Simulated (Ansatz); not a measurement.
Method: Ansatz, DFT PBE, scalar-relativistic, plane waves, PAW. All cells share a 420 eV cutoff and Γ-centred k meshes spaced at most about 0.3 Å⁻¹ (about 0.25 or finer for metals, 2π included). No spin polarisation in the final relaxations.

Each of these unrelaxed guesses is relaxed in cell and atoms within its symmetry. A guess keeps its type if space group and coordination stay and the shape of the cell changes little (axis ratios within about 15 %, angles within 6°); the volume may change.

1. MgSnO2

```
Mg Sn O
1.0
     4.53875    0.00000    0.00000
     0.00000    4.53875    0.00000
     0.00000    0.00000    6.12954
Mg Sn O
2 2 4
Direct
  0.50000 0.50000 0.00000
  0.50000 0.50000 0.50000
  0.00000 0.50000 0.50000
  0.50000 0.00000 0.00000
  0.00000 0.00000 0.25000
  0.00000 0.00000 0.75000
  0.50000 0.50000 0.25000
  0.50000 0.50000 0.75000
```

2. La2LuN3

```
La Lu N
1.0
     3.19562   -4.87307    0.00000
     3.19562    4.87307    0.00000
     0.00000    0.00000    3.18091
La Lu N
2 1 3
Direct
  0.21563 0.78437 0.00000
  0.78437 0.21563 0.00000
  0.50000 0.50000 0.00000
  0.00000 0.00000 0.00000
  0.50000 0.00000 0.50000
  0.00000 0.50000 0.50000
```

3. MgNiTe2 (collinear spin from parallel moments)

```
Mg Ni Te
1.0
     4.34591    0.00000    0.00000
    -2.17296    3.76367    0.00000
     0.00000    0.00000    5.88022
Mg Ni Te
1 1 2
Direct
  0.00000 0.00000 0.50000
  0.00000 0.00000 0.00000
  0.33333 0.66667 0.25000
  0.66667 0.33333 0.75000
```

Task: Which guesses survive the relaxation?

Result: Guesses 1 and 3 keep their type.

```tsv
guess	kept	start group	end group	V start (Å³/atom)	V end	b/a and c/a, end over start	nearest neighbours start	nearest neighbours end
1	yes	P4_2/mmc	P4_2/mmc	15.8	23.7	1.00, 1.01	Mg 2, O 2/6, Sn 2	Mg 2, O 2/6, Sn 2
2	no	Cmmm	Cmmm	16.5	21.2	2.31, 1.59	La 5, Lu 4, N 2/4	La 5, Lu 2, N 2/6
3	yes	P-3m1	P-3m1	24.0	22.6	1.00, 1.11	Mg 8, Ni 8, Te 6	Mg 8, Ni 8, Te 6
```

Neighbours count within 15 % of an atom's shortest distance; end groups are read at 0.02 Å (0.05 Å in metals).

These runs have no spin–orbit coupling, which can matter for Te. Trial moments died out on the coarse mesh in MgNiTe2 P-3m1; another magnetic start might hold. Cells relaxed within their symmetry can be saddle points; a later kick test found a lower structure for MgSnO2 P4_2/mmc.

In counts of neighbours, a slash parts the counts of unlike sites.
